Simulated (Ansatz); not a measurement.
Phonons of Zn (hcp, Mg type) at Γ, M = (0.5, 0.0, 0.0), A = (0.0, 0.0, 0.5), L = (0.5, 0.0, 0.5).

Zn (hcp, Mg type)

```yaml
crystal:
  lattice:
    - [2.62220, 0.00000, 0.00000]
    - [-1.31110, 2.27089, 0.00000]
    - [0.00000, 0.00000, 5.19319]
  atoms:
    - { symbol: Zn, position: [0.33333, 0.66667, 0.75000] }
    - { symbol: Zn, position: [0.66667, 0.33333, 0.25000] }
```

Computed with PBE (plane waves to 420 eV, PAW, scalar-relativistic; Ansatz, an electronic-structure program). DFPT wavenumbers on a 20×20×10 k mesh, in cm⁻¹ and rounded to 5; i marks imaginary ones, q is in fractions of the reciprocal vectors of the cell shown, and the three acoustic modes at Γ are left out. The PAW data are Ansatz's earlier set. Zn was relaxed with its symmetry unable to fall.

| q | wavenumbers (cm⁻¹) |
|---|---|
| Γ | 60 (×2), 115 |
| M = (0.5, 0.0, 0.0) | 45, 55, 120, 125, 215, 220 |
| A = (0.0, 0.0, 0.5) | 45 (×4), 80 (×2) |
| L = (0.5, 0.0, 0.5) | 40 (×2), 120 (×2), 220 (×2) |

The structure shows no imaginary mode at these points (lowest 40 cm⁻¹ at L = (0.5, 0.0, 0.5)); other wave vectors were not tested.

Highest mode: 220 cm⁻¹ at M = (0.5, 0.0, 0.0).
